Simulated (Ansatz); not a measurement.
Structure: OsFI (Janus 2H monolayer), at its r2SCAN minimum. The sheet's in-plane cell has a = 3.670 Å, b = 3.670 Å (γ = 120.0°), and its outermost atoms lie 2.70 Å apart along the normal. Around Os lie 3 I at 2.49 Å and 3 F at 2.53 Å; around F lie 3 Os at 2.53 Å; around I lie 3 Os at 2.49 Å.

```xyz
3
Lattice="3.6703 0.0000 0.0000 -1.8351 3.1786 0.0000 0.0000 0.0000 29.9542" Properties=species:S:1:pos:R:3 pbc="T T F"
Os    0.0000    2.1190    8.9750
F     1.8351    1.0595   10.3633
I     1.8351    1.0595    7.6617
```
The sheet repeats along a and b alone.

4 runs of Ansatz 0.2.0 on this cell differ in the functional (and in the settings that go with it). Levels are in eV from each run's valence top; v1 is the last filled band, c1 the first empty one.

Run A, mean stress -0.3 N/m (compression positive):

| point | v4 | v3 | v2 | v1 | c1 | c2 |
| --- | --- | --- | --- | --- | --- | --- |
| Γ | -2.95 | -0.69 | -0.53 | -0.53 | 3.17 | 3.27 |
| M | -2.91 | -1.69 | -0.23 | -0.10 | 1.93 | 3.14 |
| K | -2.98 | -1.51 | -1.09 | -0.01 | 2.58 | 3.08 |

Run B, mean stress -0.2 N/m (compression positive):

| point | v4 | v3 | v2 | v1 | c1 | c2 |
| --- | --- | --- | --- | --- | --- | --- |
| Γ | -2.98 | -0.70 | -0.54 | -0.54 | 3.87 | 4.02 |
| M | -2.94 | -1.71 | -0.23 | -0.10 | 2.65 | 3.90 |
| K | -3.00 | -1.53 | -1.12 | -0.02 | 3.34 | 3.84 |

Run C, mean stress -2.4 N/m (compression positive):

| point | v4 | v3 | v2 | v1 | c1 | c2 |
| --- | --- | --- | --- | --- | --- | --- |
| Γ | -2.55 | -0.66 | -0.57 | -0.57 | 1.83 | 1.98 |
| M | -2.65 | -1.56 | -0.22 | -0.14 | 0.69 | 1.79 |
| K | -2.80 | -1.64 | -0.88 | -0.06 | 1.46 | 1.72 |

Run D, mean stress +7.6 N/m (compression positive):

| point | v4 | v3 | v2 | v1 | c1 | c2 |
| --- | --- | --- | --- | --- | --- | --- |
| Γ | -3.37 | -0.55 | -0.16 | -0.16 | 8.74 | 9.54 |
| M | -3.23 | -1.63 | -0.52 | -0.45 | 10.54 | 11.59 |
| K | -2.63 | -1.81 | -1.12 | -0.10 | 10.57 | 12.18 |

**Question.** Match the runs to LDA, HSE06, PBE0, Hartree-Fock.

**Answer.** A is HSE06, B is PBE0, C is LDA, D is Hartree-Fock. In order of the gap: LDA 0.69, HSE06 1.93, PBE0 2.65, Hartree-Fock 8.74 eV.

(Calculated; spin-unpolarised; the phase may be known or hypothetical.)

Spin-orbit coupling is left out, which matters wherever the heavy atoms make up the band edges.

The stress of a hybrid is loosely converged in these runs.

The meshes of the hybrids are coarse, so their gaps aren't converged to the digits shown.

For some runs the program warns that the potential is rough where the density is thin, which bears on empty states near the vacuum.
